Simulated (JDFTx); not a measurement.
An input for JDFTx (a modified build) (BH4N (built from aminoborane), charge -1, multiplicity 2, CANDLE, water, 1 M KF; bohr, hartree) and the course of its log:

```
lattice \
  22.2042819644 0.0000000000 0.0000000000 \
  0.0000000000 21.2594189020 0.0000000000 \
  0.0000000000 0.0000000000 17.4799666528
coords-type Cartesian
ion B -1.2958699618 -0.0002284140 -0.0022218128 0
ion N 1.3075160262 -0.0004256681 -0.0007218830 0
ion H -2.3666296359 1.9373529612 0.0022218128 0
ion H -2.3676864059 -1.9373529612 0.0021215875 0
ion H 2.3676864059 -1.5797072635 0.0018274119 0
ion H 2.3649492036 1.5807803990 0.0017030409 0
ion-species pseudo/b_pbe_v1.4.upf
ion-species pseudo/n_pbe_v1.2.upf
ion-species pseudo/h_pbe_v1.4.upf
elec-cutoff 20 100
elec-ex-corr gga-PBE
symmetries none
elec-n-bands 7
spintype z-spin
elec-initial-magnetization 1 yes
elec-initial-charge +1
electronic-scf nIterations 100 energyDiffThreshold 1e-8
fluid LinearPCM
pcm-variant CANDLE
fluid-solvent H2O
fluid-cation K+ 1
fluid-anion F- 1
fluid-minimize nIterations 400 knormThreshold 1e-11
dump-name s0.$VAR
dump End State Ecomponents EigStats BandEigs Forces ElecDensity IonicPositions FluidDebug
```

```
[one cycle in 5 is shown, and the last three; fluid-solver lines are left out]
SCF: Cycle:  0   Etot: -15.252281105885380   dEtot: -6.957e-03   |Residual|: 1.194e-02   |deigs|: 2.287e-03
SCF: Cycle:  5   Etot: -15.253775794626090   dEtot: -7.691e-04   |Residual|: 9.644e-03   |deigs|: 7.121e-04
SCF: Cycle: 10   Etot: -15.253866853820863   dEtot: -2.345e-04   |Residual|: 8.935e-03   |deigs|: 4.152e-04
SCF: Cycle: 15   Etot: -15.256143854315670   dEtot: -9.538e-04   |Residual|: 5.148e-03   |deigs|: 1.699e-03
SCF: Cycle: 20   Etot: -15.255731737916438   dEtot: -2.034e-04   |Residual|: 3.959e-03   |deigs|: 2.155e-04
SCF: Cycle: 25   Etot: -15.256158264727539   dEtot: -2.839e-05   |Residual|: 3.588e-03   |deigs|: 4.377e-04
SCF: Cycle: 30   Etot: -15.255074968374053   dEtot: +3.600e-04   |Residual|: 3.029e-03   |deigs|: 2.951e-04
SCF: Cycle: 35   Etot: -15.254893045542680   dEtot: +4.289e-05   |Residual|: 3.816e-03   |deigs|: 1.304e-04
SCF: Cycle: 40   Etot: -15.255215112773371   dEtot: -1.926e-04   |Residual|: 2.664e-03   |deigs|: 2.223e-04
SCF: Cycle: 45   Etot: -15.255574677102222   dEtot: -1.059e-04   |Residual|: 3.695e-03   |deigs|: 3.038e-04
SCF: Cycle: 50   Etot: -15.256064548962948   dEtot: -3.935e-04   |Residual|: 5.518e-03   |deigs|: 2.454e-04
SCF: Cycle: 55   Etot: -15.255317903739291   dEtot: +2.299e-05   |Residual|: 2.588e-03   |deigs|: 8.640e-05
SCF: Cycle: 60   Etot: -15.255409803972679   dEtot: -1.035e-04   |Residual|: 2.727e-03   |deigs|: 2.338e-05
SCF: Cycle: 65   Etot: -15.254875241017231   dEtot: -6.830e-05   |Residual|: 2.020e-03   |deigs|: 3.866e-04
SCF: Cycle: 70   Etot: -15.254867900500749   dEtot: +3.499e-06   |Residual|: 1.992e-03   |deigs|: 4.102e-05
SCF: Cycle: 75   Etot: -15.254726699657503   dEtot: -2.039e-05   |Residual|: 2.013e-03   |deigs|: 1.131e-04
SCF: Cycle: 80   Etot: -15.254840150895404   dEtot: +6.196e-06   |Residual|: 1.954e-03   |deigs|: 3.386e-04
SCF: Cycle: 85   Etot: -15.254871253060326   dEtot: -1.749e-06   |Residual|: 1.924e-03   |deigs|: 1.065e-04
SCF: Cycle: 90   Etot: -15.254722045670295   dEtot: +4.968e-05   |Residual|: 2.405e-03   |deigs|: 8.168e-05
SCF: Cycle: 95   Etot: -15.254674440379324   dEtot: +1.103e-05   |Residual|: 1.736e-03   |deigs|: 2.998e-05
SCF: Cycle: 97   Etot: -15.254697409809147   dEtot: -2.326e-05   |Residual|: 2.308e-03   |deigs|: 5.134e-05
SCF: Cycle: 98   Etot: -15.254700960507490   dEtot: -3.551e-06   |Residual|: 2.201e-03   |deigs|: 8.147e-05
SCF: Cycle: 99   Etot: -15.254694660708584   dEtot: +6.300e-06   |Residual|: 2.153e-03   |deigs|: 1.748e-05
SCF: None of the convergence criteria satisfied after 100 iterations.
IonicMinimize: Iter:   0  Etot: -15.254694660708584  |grad|_K:  0.000e+00
IonicMinimize: Converged (|grad|_K<1.000000e-04).
```

This run gave no converged result. The electronic loop ended without meeting its threshold, so the last energy, chemical potential and forces aren't results.
